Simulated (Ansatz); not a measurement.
Starting cell, SrVO3 (cubic perovskite):

```xyz
5
Lattice="3.8576 0.0000 0.0000 0.0000 3.8576 0.0000 0.0000 0.0000 3.8576" Properties=species:S:1:pos:R:3 pbc="T T T"
Sr     0.0000     0.0000     0.0000
V      1.9288     1.9288     1.9288
O      0.0000     1.9288     1.9288
O      1.9288     1.9288     0.0000
O      1.9288     0.0000     1.9288
```

Scan: atom 3 (O, nearest neighbour V at 1.929 Å; its periodic images, 3.9 Å or more away, move with it) is displaced along Cartesian x, direction (1.000, 0.000, 0.000) in Cartesian axes, by s. The other atoms stay.

Method: PBE (plane waves to 420 eV, PAW, scalar-relativistic; Ansatz, a quantum-chemistry and plane-wave program). k mesh 10×10×10 (Γ-centred), Fermi-Dirac smearing 0.05 eV. The energy includes the smearing's −TS. With partly filled bands, energies and forces of such displacements shift with the k mesh and the smearing. SrVO3 is run without spin polarisation and with no Hubbard U. SrVO3 was relaxed with its symmetry unable to fall. The zero of ΔE is the undisplaced structure. The last digit holds for this mesh only.

```csv
s (Å),ΔE (meV/cell)
-0.190,251.7
-0.152,154.4
-0.114,83.9
-0.076,36.4
-0.038,9.0
0.000,0.0
0.038,9.0
0.076,36.4
0.114,83.9
0.152,154.4
0.190,251.7
```

**Question.** What force constant k = d²E/ds² at s = 0 does the table give?

**Answer.** 12 eV/Å². It is the second difference of the nearest points, corrected with the next pair.

**Question.** With k = 12.35 eV/Å² from the forces, is the well harmonic out to s = 0.190 Å?

**Answer.** ½ks² = 223 meV/cell against the computed 252 meV/cell, so the well is stiffer than harmonic there.

(For displaced atoms, the force is minus the slope of the energy, and its curvature is a force constant, which sets phonon frequencies.)
